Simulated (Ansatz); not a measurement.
All numbers below come from Ansatz 0.2.0, DFT PBE, scalar-relativistic, plane waves, PAW. All cells share a 420 eV cutoff and Γ-centred k meshes spaced about 0.3 Å⁻¹ or finer (0.25 for metals, 2π included). No spin polarisation.

A search over trial structures of Ti₂RuC₃ gave this relaxed cell.

```xyz
6
Lattice="3.1083 0.0000 0.0000 -1.5542 2.6919 0.0000 0.0000 0.0000 7.2199" Properties=species:S:1:pos:R:3 pbc="T T T"
Ti    0.0000    1.7946    4.8613
Ti    1.5542    0.8973    2.3586
Ru    0.0000    0.0000    0.0000
C     0.0000    0.0000    3.6099
C     0.0000    1.7946    1.1538
C     1.5542    0.8973    6.0661
```

Wave vectors count in units of this cell's reciprocal vectors.

Problem. Is it a true minimum?

Solution. No. The phonons on a 3×3×1 q mesh of the computed 6-atom cell go imaginary, to 148i cm⁻¹ at q = (0.33, 0.33, 0.00). (Phonon run: 12×12×4 k mesh, Gaussian smearing of 0.10 eV.) With atoms moved at random and symmetry off, it falls by 17 meV/atom into P2_1/m (No. 11). Conventional cell: a = 5.282 Å, b = 3.146 Å, c = 7.286 Å, β = 90.8°. Around Ti on its first site lie 6 C at 2.15–2.23 Å and 3 Ru at 2.88–2.97 Å; Ti on its second site is surrounded by 6 C at 2.10–2.24 Å, 3 Ru at 2.98–3.05 Å and 9 Ti at 3.06–3.16 Å; around Ru lie 6 C at 2.03–2.26 Å, 2 Ru at 2.78 Å and 6 Ti at 2.88–3.05 Å; C on its first site is surrounded by 6 Ti at 2.16–2.24 Å; 2 more sites not described.

```
CELL_PARAMETERS angstrom
5.28196 0.00000 0.00000
0.00000 3.14591 0.00000
-0.10414 0.00000 7.28499
ATOMIC_POSITIONS crystal
Ti 0.92040 0.25000 0.66752
Ti 0.42378 0.75000 0.67881
Ti 0.07960 0.75000 0.33248
Ti 0.57622 0.25000 0.32119
Ru 0.21694 0.25000 0.00264
Ru 0.78306 0.75000 0.99736
C 0.25178 0.25000 0.49767
C 0.74822 0.75000 0.50233
C 0.91172 0.25000 0.16956
C 0.41365 0.75000 0.14906
C 0.08829 0.75000 0.83044
C 0.58635 0.25000 0.85094
```

Phonons of metals hang on the k mesh and the smearing.
